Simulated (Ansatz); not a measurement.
## SnSe (P4/nmm), an elastic constant from a strain scan

Theory: DFT LDA, scalar-relativistic, plane waves, PAW (Ansatz). Settings: plane waves to 420 eV, k-mesh 6×6×4 (Γ-centred), Gaussian smearing 0.05 eV. No spin polarisation. Energies are free energies at this smearing, counted from the undisturbed cell; pressure is positive in compression.

Reference structure (relaxed at this level; this form isn't the usual structure):

```
Sn Se
1.0
     4.18990    0.00000    0.00000
     0.00000    4.18990    0.00000
     0.00000    0.00000   10.97962
Sn Se
2 2
Direct
  0.50000 0.00000 0.37816
  0.00000 0.50000 0.62184
  0.50000 0.00000 0.62178
  0.00000 0.50000 0.37822
```

The cell holds layers and no dispersion correction was added, so their binding is poorly described.

The cell is strained by ε times the Voigt pattern (1, -1, 0, 0, 0, 0) (xx, yy, zz, yz, xz, xy; engineering shear) with fractional coordinates fixed. The cell holds 4 atoms in V0 = 192.75 Å³. The stress column is τ = (1/V0) dE/dε, got from the stress tensor σ (compression positive) at each point as −det(1 + εP) σ : P(1 + εP)⁻¹, with P the pattern as a tensor.

```csv
ε,ΔE (meV/atom),τ (GPa)
-0.0875,46.396,-3.583
-0.0750,33.956,-3.040
-0.0625,23.512,-2.516
-0.0500,15.019,-2.004
-0.0375,8.436,-1.499
-0.0250,3.748,-0.997
-0.0125,0.933,-0.498
0.0000,0.000,0.000
0.0125,0.933,0.498
0.0250,3.748,0.997
0.0375,8.436,1.499
0.0500,15.019,2.004
0.0625,23.512,2.516
0.0750,33.956,3.040
0.0875,46.396,3.583
0.1000,?,?
```

Problem. Which combination of elastic constants does this scan measure, and how large is it?

Solution. For small ε, τ = τ0 + Kε with K = pᵀCp, which for this pattern is C11 + C22 − 2 C12 in the Cartesian frame shown. The parabola through τ at ε = -0.0125, 0 and 0.0125 has slope K = 40 GPa at zero. The energies per cell, E = NΔE, of the same two points give K = 2[E(ε₊)/ε₊ − E(ε₋)/ε₋]/[(ε₊ − ε₋)V0] = 40 GPa, in agreement. These are clamped-ion values.

Problem. Predict the withheld row at ε = 0.1000 from the harmonic law, and compare.

Solution. ΔE = V0(τ0 ε + Kε²/2)/N = 59.940 meV/atom and τ = 3.99 GPa. The calculation gives 60.912 meV/atom and 4.13 GPa, a miss of 1.6 % of the harmonic energy, so the harmonic law still holds here.

Forces appear on the atoms along this scan, and letting them relax would lower the energy and soften the response.

Cost: 9 runs of about 3.1 core-minutes in all, on Intel Xeon Platinum 8259CL (Skylake/Cascade Lake) (shared hosts).